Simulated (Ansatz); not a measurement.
A geometry of Ga2O3 away from equilibrium: step 20 of the relaxation of a relaxed Ga2O3 cell shaken by Gaussian noise of σ = 0.08 Å a coordinate. These are r2SCAN (plane waves to 500 eV, PAW, scalar-relativistic; Ansatz, an electronic-structure program) values and carry that method's errors. Γ-centred k-mesh 5×5×5 on the run's cell (coarser than for final values), Fermi–Dirac smearing 0.05 eV.

```
Ga2O3
1.0
    4.53932    -1.16558    -1.24371
   -1.16558     5.09259    -0.27209
   -1.24371    -0.27209     4.77116
Ga O
4 6
Direct
  0.73387   0.68712   0.59973
  0.16010   0.31818   0.80234
  0.16492   0.81981   0.30329
  0.73866   0.18875   0.10068
  0.94814   0.50136   0.50482
  0.64351   0.00238   0.70015
  0.64520   0.50392   0.89869
  0.25358   0.00304   0.00432
  0.25527   0.50458   0.20287
  0.95062   0.00558   0.39819
```

Give the Cartesian forces on all atoms (eV/Å).


| atom | Fx | Fy | Fz |
|---|---|---|---|
| Ga1 | 0.00 | -0.02 | -0.01 |
| Ga2 | 0.00 | 0.00 | 0.00 |
| Ga3 | -0.01 | 0.02 | 0.01 |
| Ga4 | 0.01 | 0.00 | 0.00 |
| O5 | 0.00 | 0.00 | 0.02 |
| O6 | -0.03 | 0.03 | 0.03 |
| O7 | 0.00 | 0.01 | 0.01 |
| O8 | 0.00 | -0.01 | 0.00 |
| O9 | 0.03 | -0.03 | -0.03 |
| O10 | 0.00 | 0.00 | -0.02 |

What is the pressure?

+4.9 GPa, compression positive.

No spin polarisation in the result.

Of the parent cell (Pn-3m (No. 224)): it is a generated cell of Ga2O3: the first start was made by a random draw of sites in a space group, and the end was not matched to a known phase here, so it may be hypothetical. Known forms of Ga2O3 include space group No. 12, 167.
